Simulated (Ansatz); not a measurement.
MgO:
```
MgO
1.0
    3.27193     0.00000     0.00000
   -1.63597     2.83358     0.00000
    0.00000     0.00000     4.91885
Mg O
2 2
Direct
  0.33333   0.66667   0.00192
  0.66667   0.33333   0.50192
  0.33333   0.66667   0.40268
  0.66667   0.33333   0.90268
```

Tensor components refer to the Cartesian frame of this cell.

Question: Give the proper piezoelectric stress tensor with relaxed ions from LDA in the plane-wave PAW code Ansatz.

Answer: In C/m², rows x, y, z, Voigt columns; mesh uncertainty up to 0.00.
```
 0.00   0.00   0.00   0.00  -0.37   0.00
 0.00   0.00   0.00  -0.37   0.00   0.00
-0.78  -0.78   2.29   0.00   0.00   0.00
```

The elastic tensor of the same run (GPa):

```
 204   114   109   0.0   0.0   0.0
 114   204   109   0.0   0.0   0.0
 109   109  93.4   0.0   0.0   0.0
 0.0   0.0   0.0  66.2   0.0   0.0
 0.0   0.0   0.0   0.0  66.2   0.0
 0.0   0.0   0.0   0.0   0.0  45.3
```

Question: Convert to strain constants d = e·S.

Answer: In pC/N:
```
  0.0    0.0    0.0    0.0   -5.6    0.0
  0.0    0.0    0.0   -5.6    0.0    0.0
-56.9  -56.9  158.0    0.0    0.0    0.0
```

Space group P6_3mc (wurtzite). The workflow started from a Materials Project entry (that database holds measured and hypothetical structures alike); the Crystallography Open Database copy checked does not list it. It is not the phase usual at ambient conditions (space group No. 225). Symmetry was held in the LDA relaxation; phonons on a q-mesh show no instability.

Potentials: the earlier of the program's two PAW sets.
